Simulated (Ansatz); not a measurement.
**LaGe: relaxation (Ansatz)**

Run with:

```bash
ansatz run input.yaml --threads 2 --pin off --max-ram 3584MiB --backend cpu --events-out ev --progress --plain --runs-dir out
```

Input:

```yaml
crystal:
  lattice:
    - [2.26448428, 6.83765971, 0.0]
    - [2.26448428, -6.83765971, 0.0]
    - [0.0, 0.0, -6.70056876]
  atoms:
    - { symbol: Ge, position: [0.40206, 0.59794, 0.44428] }
    - { symbol: Ge, position: [0.59794, 0.40206, 0.94428] }
    - { symbol: Ge, position: [0.59794, 0.40206, 0.55572] }
    - { symbol: Ge, position: [0.40206, 0.59794, 0.05572] }
    - { symbol: La, position: [0.04827, 0.95173, 0.25] }
    - { symbol: La, position: [0.95173, 0.04827, 0.75] }
    - { symbol: La, position: [0.22565, 0.77435, 0.75] }
    - { symbol: La, position: [0.77435, 0.22565, 0.25] }
  symmetry: { tolerance: 0.0003 }
kpoints:
  mp_grid: { grid: [5, 5, 4], shift: [0, 0, 0] }
magnetization:
  spin_polarized: false
scf:
  occupations: { method: fermi_dirac }
  lower_state_search: "off"
hamiltonian:
  pseudopotentials: { kind: paw }
  xc: r2scan
basis:
  ecutwfc: 500
  fft_grid_basis: typed
relax:
  max_steps: 60
  cell: { p_target: 5.0 }
  f_tol: 0.03
output:
  forces: true
  stress: true
  eigenvalues: true
  bader: true
  populations: true
  elf: true
  write_potential: true
  volumetric_format: npy
  dos:
    e_range: [-12, 8]
    de: 0.05
    projected: { site_lists: { Ge: [Ge], La: [La] } }
  write_density: true
checkpoint:
  read: saved_state
```

Origin of the cell: a database entry, scaled a little.

The smearing width isn't typed, so it takes its default of 0.1 eV.

The saved state is a converged single point of the same cell.

Steps («new basis» is an SCF on plane waves selected anew at the same cell):

```
step  ΔH (meV/atom)  max force component (eV/Å)  P (GPa)  volume (Å³)  SCF iterations   step was
   1            0.0                       0.061     2.75       207.50               7   accepted
   2            1.1                       0.168     7.81       195.54               8   rejected
   3           -5.8                       0.029     4.56       202.68              11   accepted
   4           -6.1                       0.030     4.97       201.41               6   accepted
   5           -6.2                       0.010     5.01       201.41               7   accepted
   6           -5.9                       0.010     5.01       201.41               6  new basis
```

Step 1, with forces in eV/Å:

```xyz
8
Lattice="2.264 6.838 0.000 2.264 -6.838 0.000 0.000 0.000 -6.701" Properties=species:S:1:pos:R:3:forces:R:3 pbc="T T T" step=1
Ge    2.264   -1.339   -2.977    0.000   -0.038    0.038
Ge    2.264    1.339   -6.327    0.000    0.038    0.038
Ge    2.264    1.339   -3.724    0.000    0.038   -0.038
Ge    2.264   -1.339   -0.373    0.000   -0.038   -0.038
La    2.264   -6.178   -1.675    0.000    0.005    0.000
La    2.264    6.178   -5.025    0.000   -0.005    0.000
La    2.264   -3.752   -5.025    0.000    0.061    0.000
La    2.264    3.752   -1.675    0.000   -0.061    0.000
```

Step 3, with forces in eV/Å:

```xyz
8
Lattice="2.252 6.755 0.000 2.252 -6.755 0.000 0.000 0.000 -6.662" Properties=species:S:1:pos:R:3:forces:R:3 pbc="T T T" step=3
Ge    2.252   -1.328   -2.956    0.000    0.000    0.029
Ge    2.252    1.328   -6.287    0.000    0.000    0.029
Ge    2.252    1.328   -3.706    0.000    0.000   -0.029
Ge    2.252   -1.328   -0.375    0.000    0.000   -0.029
La    2.252   -6.093   -1.666    0.000    0.003    0.000
La    2.252    6.093   -4.997    0.000   -0.003    0.000
La    2.252   -3.693   -4.997    0.000    0.023    0.000
La    2.252    3.693   -1.666    0.000   -0.023    0.000
```

Step 4, with forces in eV/Å:

```xyz
8
Lattice="2.256 6.707 0.000 2.256 -6.707 0.000 0.000 0.000 -6.656" Properties=species:S:1:pos:R:3:forces:R:3 pbc="T T T" step=4
Ge    2.256   -1.314   -2.949    0.000   -0.003   -0.001
Ge    2.256    1.314   -6.277    0.000    0.003   -0.001
Ge    2.256    1.314   -3.707    0.000    0.003    0.001
Ge    2.256   -1.314   -0.379    0.000   -0.003    0.001
La    2.256   -6.035   -1.664    0.000   -0.030    0.000
La    2.256    6.035   -4.992    0.000    0.030    0.000
La    2.256   -3.664   -4.992    0.000   -0.016    0.000
La    2.256    3.664   -1.664    0.000    0.016    0.000
```

Step 6, with forces in eV/Å:

```xyz
8
Lattice="2.251 6.714 0.000 2.251 -6.714 0.000 0.000 0.000 -6.662" Properties=species:S:1:pos:R:3:forces:R:3 pbc="T T T" step=6
Ge    2.251   -1.317   -2.951    0.000   -0.006   -0.006
Ge    2.251    1.317   -6.283    0.000    0.006   -0.006
Ge    2.251    1.317   -3.711    0.000    0.006    0.006
Ge    2.251   -1.317   -0.380    0.000   -0.006    0.006
La    2.251   -6.050   -1.666    0.000    0.010    0.000
La    2.251    6.050   -4.997    0.000   -0.010    0.000
La    2.251   -3.666   -4.997    0.000   -0.004    0.000
La    2.251    3.666   -1.666    0.000    0.004    0.000
```

```
Enthalpy lowered by     : 5.9 meV/atom
Volume change           : -2.94 %
Final pressure          : 5.01 GPa
Relaxation steps listed : 6
Gap on the mesh         : none (metal)
```

Caveats: no spin-orbit coupling, though heavy elements are present; the relaxation held the start's symmetry, so the end may be a saddle point.

It ran for 2.4 min on 2 threads of AMD EPYC 9R14 (Zen 4), with other jobs on the host, peak memory 1.5 GiB, from a saved density.
